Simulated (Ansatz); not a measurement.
**Is this CaOsC2 structure a true minimum?**

The structure comes from a generated guess, relaxed at this level; another structure or a mixture of phases may lie lower.

Computed with DFT PBE, scalar-relativistic, plane waves, PAW in Ansatz. Cutoff 420 eV; k points 12×12×4 on the computed 8-atom cell (Γ-centred); Gaussian smearing, width 0.10 eV; no spin polarisation.

The cell below (8 atoms, space group P6_3mc (No. 186)) is relaxed within its symmetry.

```yaml
crystal:
  lattice:
    - [3.41546, 0.00000, 0.00000]
    - [-1.70773, 2.95788, 0.00000]
    - [0.00000, 0.00000, 12.40393]
  atoms:
    - { symbol: Ca, position: [0.33333, 0.66667, 0.39733] }
    - { symbol: Ca, position: [0.66667, 0.33333, 0.89733] }
    - { symbol: Os, position: [0.00000, 0.00000, 0.15377] }
    - { symbol: Os, position: [0.00000, 0.00000, 0.65377] }
    - { symbol: C, position: [0.00000, 0.00000, 0.00857] }
    - { symbol: C, position: [0.33333, 0.66667, 0.19231] }
    - { symbol: C, position: [0.00000, 0.00000, 0.50857] }
    - { symbol: C, position: [0.66667, 0.33333, 0.69231] }
```

For the test it was strained at random (σ = 1.5 % a component), the atoms were moved at random (σ = 0.10 Å), and all was relaxed again on a coarse 6×6×2 mesh (in the run’s order of axes) with 0.20 eV smearing, with no symmetry imposed.

These runs have no spin–orbit coupling, which can matter for Os.

Question: Is the structure stable against such a distortion?

Answer: It doesn't return. The energy falls by 138 meV/atom on that mesh, the volume changes by -6.7 %, and the end has space group P6_3mc (No. 186) at a loose tolerance. Relaxed again on a 12×12×4 mesh with 0.10 eV smearing, the new structure lies 140 meV/atom below the first (mesh in the axes of the run's cell; the cell below is made exact in the group named). Space group P6_3mc (No. 186), hexagonal, a = 3.385 Å, c = 11.754 Å. Ca is surrounded by 3 C at 2.47 Å, 3 C at 2.77 Å and 3 Os at 3.23 Å; Os has 1 C at 1.79 Å, 3 C at 2.05 Å and 3 Ca at 3.23 Å; C on its first site has 1 Os at 1.79 Å and 3 Ca at 2.47 Å; around C on its second site lie 3 Os at 2.05 Å and 3 Ca at 2.77 Å.

```
CELL_PARAMETERS angstrom
3.38520 0.00000 0.00000
-1.69260 2.93167 0.00000
0.00000 0.00000 11.75415
ATOMIC_POSITIONS crystal
Ca 0.00000 0.00000 0.37715
Ca 0.00000 0.00000 0.87715
Os 0.33333 0.66667 0.15831
Os 0.66667 0.33333 0.65831
C 0.33333 0.66667 0.00622
C 0.66667 0.33333 0.21038
C 0.66667 0.33333 0.50622
C 0.33333 0.66667 0.71038
```
